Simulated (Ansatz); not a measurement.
Here is the system:

KF:
```cif
data_F4K4
_chemical_formula_sum 'K4 F4'
_space_group_name_H-M_alt 'Fm-3m'
_space_group_IT_number 225
_space_group_name_Hall '-F 4 2 3'
_cell_length_a 5.31750
_cell_length_b 5.31750
_cell_length_c 5.31750
_cell_angle_alpha 90.000
_cell_angle_beta 90.000
_cell_angle_gamma 90.000
loop_
_atom_site_label
_atom_site_type_symbol
_atom_site_symmetry_multiplicity
_atom_site_Wyckoff_symbol
_atom_site_fract_x
_atom_site_fract_y
_atom_site_fract_z
_atom_site_occupancy
K1 K 4 a 0.00000 0.00000 0.00000 1
F1 F 4 b 0.50000 0.50000 0.50000 1
```
(The calculation used a cell of 2 atoms; values per cell refer to that cell.)

This is the r²SCAN-relaxed structure.

### Question
All from the program Ansatz at the r²SCAN level (PAW), unless another level is named. Give the electron effective mass.

### Answer
0.54 mₑ (isotropic).

### Question
Give the hole effective mass, band 2 of 3 at the edge.

### Answer
17 along [100], 3.3 along [110], 4.4 along [111] (mₑ).

### Question
What about the HSE06 gap on the r²SCAN cell?

### Answer
8.26 eV.

### Question
What about the band gap?

### Answer
6.91 eV (direct).

### Question
And the weight of the conduction-edge state by species (Voronoi cells)?

### Answer
F 50 %, K 50 %.

### Question
Predict the weight of the valence-edge state by species (Voronoi cells).

### Answer
F 98 %, K 2 %.

The r²SCAN relaxation kept the symmetry of its start; phonons on a q-mesh show no instability.

Potentials: the later of the program's two PAW sets.
